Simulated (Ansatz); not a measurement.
**Ansatz 0.2.0, single run: ZnGaNi$_{4}$**

input.yaml:

```yaml
crystal:
  lattice:
    - [0.0, 3.46130119, 3.46130119]
    - [3.46130119, 0.0, 3.46130119]
    - [3.46130119, 3.46130119, 0.0]
  atoms:
    - { symbol: Ni, position: [0.625, 0.625, 0.625] }
    - { symbol: Ni, position: [0.125, 0.625, 0.625] }
    - { symbol: Ni, position: [0.625, 0.625, 0.125] }
    - { symbol: Ni, position: [0.625, 0.125, 0.625] }
    - { symbol: Ga, position: [0.0, 0.0, 0.0] }
    - { symbol: Zn, position: [0.25, 0.25, 0.25] }
  symmetry: { tolerance: 0.0003 }
kpoints:
  mp_grid: { grid: [5, 5, 5], shift: [0, 0, 0] }
magnetization:
  spin_polarized: false
scf:
  occupations: { method: fermi_dirac }
  n_extra_bands: 2
hamiltonian:
  pseudopotentials: { kind: paw }
  xc: pbesol
basis:
  ecutwfc: 420
output:
  forces: true
  stress: true
  eigenvalues: true
```

Launch command:

```bash
ansatz run input.yaml --threads 1 --pin off --max-ram 2560MiB --backend cpu --events-out ev --progress --plain --runs-dir out
```

Origin of the cell: a known structure type with other elements, at an estimated volume, so it need not be a known compound.

The smearing width isn't typed, so it takes its default of 0.1 eV.

Output (shortened):

```
scf.n_extra_bands = 2 over 49 filled bands (N_el = 97.0): the run solves 51 bands
Pseudopotentials: kind: paw
Pseudopotential: Ni, paw, valence charge 18, recommended cutoff 420 eV (normal), Ni.paw.azcp
Pseudopotential: Ga, paw, valence charge 13, recommended cutoff 420 eV (normal), Ga.paw.azcp
Pseudopotential: Zn, paw, valence charge 12, recommended cutoff 420 eV (normal), Zn.paw.azcp
Functional definition: PBEsol
  exchange = pbesol_x
  correlation = pbesol_c
Crystal: 6 atoms, lattice volume = 82.937 Å³
Basis set: ecut = 420 eV, 1639 PW (Γ), exchange–correlation on 72×72×72 points (8 copies of the dense FFT grid, shifted against one another)
Bands: 51, of which v1, the nominal top of the filled ones, is band 49 counted from 1 (48 counted from 0)
Symmetry: 24 space group operations
Space group: F-43m (ITA 216), of the structure as read, at distance tolerance 1.3e-3 Å
k-points: 10 of 125 (time reversal used)
[… 9 lines left out …]
Initial density: superposition of atomic densities (neutral atoms: chi_scale 0, normalization atom), corrected by the library's trained network
Functional: x = pbesol(κ = 0.804, μ = 0.123457), c = pbesol(β = 0.046)
SCF iter   1: F=—  HF=-30243.651522 eV  Δρ=2.61e-2  dr2=3.63e-1
SCF iter   2: F=—  HF=-30243.610465 eV  Δρ=3.22e-3  dr2=6.06e-3
SCF iter   3: F=—  HF=-30243.608647 eV  Δρ=1.84e-3  dr2=2.84e-3
SCF iter   4: F=—  HF=-30243.608174 eV  Δρ=4.01e-4  dr2=1.02e-4
SCF iter   5: F=—  HF=-30243.608212 eV  Δρ=2.17e-4  dr2=2.81e-5
SCF iter   6: F=—  HF=-30243.608231 eV  Δρ=9.46e-5  dr2=6.00e-6
SCF iter   7: F=—  HF=-30243.608230 eV  Δρ=3.71e-5  dr2=1.37e-6
SCF iter   8: F=—  HF=-30243.608230 eV  Δρ=2.35e-5  dr2=4.55e-7
SCF iter   9: F=-30243.608230 eV  HF=-30243.608230 eV  Δρ=3.94e-6  dr2=5.86e-9
SCF 1 converged in 9 iterations: F = -30243.608230 eV  dr2 = 5.86e-9
SCF converged after 9 iterations
Free energy (F): -30243.608230 eV
Harris-Foulkes:  -30243.608230 eV  (|F-HF|=2.29e-9)
Internal energy: -30243.354343 eV  (E = F + TS)
E sigma→0 (E₀):  -30243.481286 eV
Entropy (-TS):   -0.253887 eV (-42.315 meV/atom)
Fermi energy:    13.127856 eV
--- Per-component energies (eV) ---
  E_band       = -1369.439407
  E_kinetic    = 1371.802954
  E_local      = -19398.778597  (includes V_loc(G=0)·N_el)
  E_nonlocal   = 3597.863166
  E_hartree    = 8260.493045
  E_xc         = -535.821692
  E_vxc        = -539.646195  (∫ρ·V_xc dr)
  E_paw        = -10130.979129  (= ΣΔE_a)
  E_vpaw       = -2921.669332  (= ΣTr[D̂ρ^β])
  E_aug_tail   = 0.001741  (compensation charges beyond the density's cutoff)
  E_ewald      = -13410.385319
  E_core_change = 2.449488  (= ΣΔE_core)
  E_smearing   = -0.253887  (= −TS)
  Σ components = -30243.608230   (vs F -30243.608230, Δ=0.00e0)
--- Forces (eV/Å), atoms counted from 1 ---
  atom   1  Ni     0.001733     0.001733     0.001733
  atom   2  Ni     0.001733    -0.001733    -0.001733
  atom   3  Ni    -0.001733    -0.001733     0.001733
  atom   4  Ni    -0.001733     0.001733    -0.001733
  atom   5  Ga    -0.000000    -0.000000    -0.000000
  atom   6  Zn    -0.000000     0.000000     0.000000
  max |Σ_I F_I| component: 1.55e-16 eV/Å
--- Stress (GPa, compression-positive) ---
      -18.210886       0.000000       0.000000
        0.000000     -18.210886      -0.000000
        0.000000      -0.000000     -18.210886
  P = ⅓ Tr σ = -18.2109 GPa (-182.109 kbar)
```

Caveats: no spin polarisation, so a magnetic state may lie lower; the k mesh is coarse if the cell is a metal.

Time: 6.7 s of wall time on 1 CPU thread(s) of a shared host, from the program's own first density.
